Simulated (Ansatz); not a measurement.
**What a change of settings does to a run on YAu**

The cell is the one relaxed in the Materials Project (mp-1066254), not relaxed further here; entries there can be hypothetical.

First run: DFT, r2SCAN, all-electron PAW with datasets made for the crystal, scalar-relativistic (Ansatz 0.2.0).

Command: `ansatz run input.yaml --threads 1 --pin off --max-ram 4096MiB --backend cpu --events-out ev --progress --plain --runs-dir out` The run took about 160 s on 1 thread of a shared machine.

```yaml
crystal:
  lattice:
    - [1.872990485, -5.472017605, 0.0]
    - [1.872990485, 5.472017605, 0.0]
    - [0.0, 0.0, 4.64122669]
  atoms:
    - { symbol: "Y", position: [0.86154612, 0.13845388, 0.75] }
    - { symbol: "Y", position: [0.13845388, 0.86154612, 0.25] }
    - { symbol: Au, position: [0.58712262, 0.41287738, 0.75] }
    - { symbol: Au, position: [0.41287738, 0.58712262, 0.25] }
kpoints:
  mp_grid: { grid: [9, 9, 7] }
  band_path:
    path:
      - [0.0, 0.0, 0.0]
      - [-0.5, 0.5, 0.0]
      - [-0.2792897847, 0.7207102153, 0.0]
      - [0.2792897847, 0.2792897847, 0.0]
      - [0.0, 0.0, 0.0]
      - [0.0, 0.0, 0.5]
      - [0.2792897847, 0.2792897847, 0.5]
      - [-0.2792897847, 0.7207102153, 0.5]
      - [-0.5, 0.5, 0.5]
    npoints: 8
scf:
  occupations: { method: fermi_dirac, width: 0.05 }
hamiltonian:
  xc: r2scan
  pseudopotentials: { kind: all_electron, datasets: crystal }
output:
  forces: true
  stress: true
  eigenvalues: true
  efg: { contact_densities: true }
```

Result: converged; pressure 0.03 GPa; largest force 0.010 eV/Å; no gap on the k mesh; 13 SCF iterations.

No spin–orbit coupling, which matters for the heavy atoms here.

The input is then changed:

```diff
@@ -24,5 +24,5 @@
     npoints: 8
 scf:
-  occupations: { method: fermi_dirac, width: 0.05 }
+  occupations: { method: tetrahedron }
 hamiltonian:
   xc: r2scan
```

(1) What does the second run give?

## Answers

(1) It converged; energy at zero smearing -0.9 meV/atom from the first run; pressure -0.03 GPa; largest force 0.022 eV/Å; no gap on the k mesh; 13 SCF iterations.
